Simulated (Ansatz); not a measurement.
CoP$_{2}$:
```cif
data_Co4P8
_chemical_formula_sum 'Co4 P8'
_space_group_name_H-M_alt 'P 1'
_space_group_IT_number 1
_cell_length_a 5.51938
_cell_length_b 5.52318
_cell_length_c 5.58601
_cell_angle_alpha 90.000
_cell_angle_beta 114.338
_cell_angle_gamma 90.000
loop_
_space_group_symop_operation_xyz
  'x, y, z'
loop_
_atom_site_label
_atom_site_type_symbol
_atom_site_fract_x
_atom_site_fract_y
_atom_site_fract_z
_atom_site_occupancy
Co1 Co 0.27207 0.49819 0.78774 1
Co2 Co 0.72793 0.50181 0.21226 1
Co3 Co 0.72793 0.99819 0.71226 1
Co4 Co 0.27207 0.00181 0.28774 1
P1 P 0.15758 0.87377 0.86731 1
P2 P 0.84242 0.12623 0.13269 1
P3 P 0.84242 0.37377 0.63269 1
P4 P 0.15758 0.62623 0.36731 1
P5 P 0.33948 0.37201 0.18135 1
P6 P 0.66052 0.62799 0.81865 1
P7 P 0.66052 0.87201 0.31865 1
P8 P 0.33948 0.12799 0.68135 1
```

Relaxed with r²SCAN.

Give the optical modes at the zone centre with their infrared activity from DFPT, r²SCAN (plane waves, PAW; program Ansatz).

Transverse frequencies, without the LO–TO term; a row sums one degenerate level.

```csv
ω (cm⁻¹),degeneracy,IR ((D/Å)²/amu),activity,symmetry
167,1,0.00,IR-inactive,Bg
170,1,0.00,IR-inactive,Ag
215,1,0.00,IR-inactive,Bg
219,1,0.00,IR-inactive,Ag
224,1,0.01,IR-inactive,Au
236,1,2.63,IR,Au
281,1,0.00,IR-inactive,Ag
296,1,0.00,IR-inactive,Bg
297,1,0.36,IR,Bu
298,1,0.00,IR-inactive,Ag
298,1,1.35,IR,Au
309,1,0.00,IR-inactive,Bg
317,1,3.27,IR,Au
326,1,25.01,IR,Bu
327,1,0.00,IR-inactive,Ag
330,1,0.00,IR-inactive,Bg
347,1,44.20,IR,Bu
353,1,19.86,IR,Au
357,1,60.15,IR,Bu
360,1,0.00,IR-inactive,Bg
362,1,0.00,IR-inactive,Ag
375,1,17.81,IR,Bu
378,1,0.00,IR-inactive,Ag
387,1,0.00,IR-inactive,Bg
390,1,18.79,IR,Au
423,1,0.00,IR-inactive,Ag
439,1,12.93,IR,Au
442,1,14.20,IR,Bu
458,1,0.00,IR-inactive,Ag
468,1,17.98,IR,Bu
470,1,7.99,IR,Au
477,1,0.00,IR-inactive,Bg
495,1,0.00,IR-inactive,Bg
```

How high does the top mode go among those that the LO–TO term moves?

485 cm⁻¹ for q along x, 482 cm⁻¹ for q along y, 477 cm⁻¹ for q along z.

Space group P2_1/c. The first step of the workflow began from a Materials Project structure, measured or hypothetical; the Crystallography Open Database copy checked does not list it. Its standing as an ambient phase is unchecked. The r²SCAN relaxation kept the symmetry of its start; whether a distortion lowers the energy is not shown. No spin polarisation was allowed.

Potentials: the later of the program's two PAW sets.
